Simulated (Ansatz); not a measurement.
TaCuN2:
```cif
data_CuN2Ta
_chemical_formula_sum 'Ta1 Cu1 N2'
_space_group_name_H-M_alt 'P 1'
_space_group_IT_number 1
_cell_length_a 5.99964
_cell_length_b 5.99964
_cell_length_c 5.99964
_cell_angle_alpha 29.955
_cell_angle_beta 29.955
_cell_angle_gamma 29.955
loop_
_space_group_symop_operation_xyz
  'x, y, z'
loop_
_atom_site_label
_atom_site_type_symbol
_atom_site_fract_x
_atom_site_fract_y
_atom_site_fract_z
_atom_site_occupancy
Ta1 Ta 0.50000 0.50000 0.50000 1
Cu1 Cu 0.00000 0.00000 0.00000 1
N1 N 0.10532 0.10532 0.10532 1
N2 N 0.89468 0.89468 0.89468 1
```

Relaxed with LDA.

### Question
Give the optical modes at the zone centre with their infrared activity from DFPT, the program Ansatz at the LDA level (PAW).

### Answer
Transverse frequencies, without the LO–TO term; a row sums one degenerate level.

```tsv
ω (cm⁻¹)	degeneracy	IR ((D/Å)²/amu)	activity	symmetry
72	2	3.88	IR	Eu
205	2	176.84	IR	Eu
245	1	5.73	IR	A2u
529	2	0.00	IR-inactive	Eg
687	1	17.64	IR	A2u
813	1	0.00	IR-inactive	A1g
```

### Question
How high does the top mode go among those that the LO–TO term moves?

### Answer
519 cm⁻¹ for q along x, 519 cm⁻¹ for q along y, 727 cm⁻¹ for q along z.

Space group R-3m. The first step of the workflow began from a Materials Project structure, measured or hypothetical; the Crystallography Open Database files this formula in space group No. 166, but the cells were not matched. Its standing as an ambient phase is unchecked. Symmetry was held in the LDA relaxation; its stability against distortions is not shown here. The run is not spin-polarised. Scalar-relativistic: spin–orbit coupling is off unless named, which matters more the heavier the elements.

Potentials: the later of the program's two PAW sets.
